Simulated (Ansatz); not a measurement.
The start is a relaxed GaP cell with every coordinate shifted by Gaussian noise of σ = 0.2 Å. The cell and all atomic positions are relaxed at zero pressure with r2SCAN (plane waves to 500 eV, PAW, scalar-relativistic; Ansatz, a quantum-chemistry and plane-wave program). The first steps use a coarse 7×7×7 k-mesh.

Input geometry:
```yaml
crystal:
  lattice:
    - [0.00000, 2.72569, 2.72569]
    - [2.72569, 0.00000, 2.72569]
    - [2.72569, 2.72569, 0.00000]
  atoms:
    - { symbol: P, position: [0.77922, 0.75792, 0.80903] }
    - { symbol: Ga, position: [0.99477, 0.11206, 0.99350] }
```

Question: How much energy is released per atom?

Answer: 0.41 eV/atom.

Question: How do the shortest distances between atoms change?

Answer: The closest pairs of elements (up to four, under 3.6 Å), start → end: Ga–P 2.04 → 2.36 Å.

Question: What band gap does the relaxed structure have at this level?

Answer: 1.85 eV, indirect (valence top at Γ, conduction bottom at 87 % of the way from Γ to X) (no spin-orbit coupling).

It ends as:

```cif
data_Ga4P4
_chemical_formula_sum 'P4 Ga4'
_space_group_name_H-M_alt 'F-43m'
_space_group_IT_number 216
_space_group_name_Hall 'F -4 2 3'
_cell_length_a 5.45146
_cell_length_b 5.45146
_cell_length_c 5.45146
_cell_angle_alpha 90.000
_cell_angle_beta 90.000
_cell_angle_gamma 90.000
loop_
_atom_site_label
_atom_site_type_symbol
_atom_site_symmetry_multiplicity
_atom_site_Wyckoff_symbol
_atom_site_fract_x
_atom_site_fract_y
_atom_site_fract_z
_atom_site_occupancy
P1 P 4 a 0.00000 0.00000 0.00000 1
Ga1 Ga 4 c 0.25000 0.25000 0.25000 1
```
(The calculation used a cell of 2 atoms; values per cell refer to that cell.)

Final values are on a 10×10×10 k-mesh of the relaxed cell. No spin polarisation in the result.
